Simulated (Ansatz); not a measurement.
LaNi2Ge2:
```
LaNi2Ge2
1.0
   -2.09185     2.09185     4.95047
    2.09185    -2.09185     4.95047
    2.09185     2.09185    -4.95047
La Ni Ge
1 2 2
Direct
  0.00000   0.00000   0.00000
  0.25000   0.75000   0.50000
  0.75000   0.25000   0.50000
  0.63627   0.63627   0.00000
  0.36373   0.36373   0.00000
```

Relaxed with r²SCAN. Special points in fractions of this cell's reciprocal vectors: Γ (0.000, 0.000, 0.000); X (0.000, 0.000, 0.500); P (0.250, 0.250, 0.250); N (0.000, 0.500, 0.000); M (0.500, 0.500, -0.500); S (0.295, 0.705, -0.295); S0 (-0.295, 0.295, 0.295); R (-0.089, 0.089, 0.500); G (0.500, 0.500, -0.089).

Question: List the band energies nearest the Fermi level at these points for plane-wave PAW r²SCAN (Ansatz code).

Answer: In eV from the Fermi level; about four levels below and three above (degenerate sets whole), none deeper than 8.9 eV; points with the same levels are listed once.

```
k                    below           above
-  -----------------------  --------------
Γ  -1.27 -1.24 -0.80 -0.30  1.53 1.53 2.09
X  -1.30 -0.54 -0.54 -0.52  2.10 2.64 2.75
P  -0.91 -0.91 -0.51 -0.51  1.69 2.70 2.70
N  -1.76 -1.51 -1.16 -0.05  1.19 1.39 1.59
M  -1.27 -0.82 -0.82 -0.80  0.47 1.22 2.16
S  -1.70 -1.69 -0.03 -0.03  0.17 1.82 2.20
R  -0.86 -0.62 -0.51 -0.41  2.11 2.62 2.74
```

Space group I4/mmm. The workflow started from a Materials Project entry (that database holds measured and hypothetical structures alike); the Crystallography Open Database copy checked does not list it. Its standing as an ambient phase is unchecked. Symmetry was held in the r²SCAN relaxation; its stability against distortions is not shown here. The run is not spin-polarised. Spin–orbit coupling is left out wherever it is not named.

Potentials: the earlier of the program's two PAW sets.
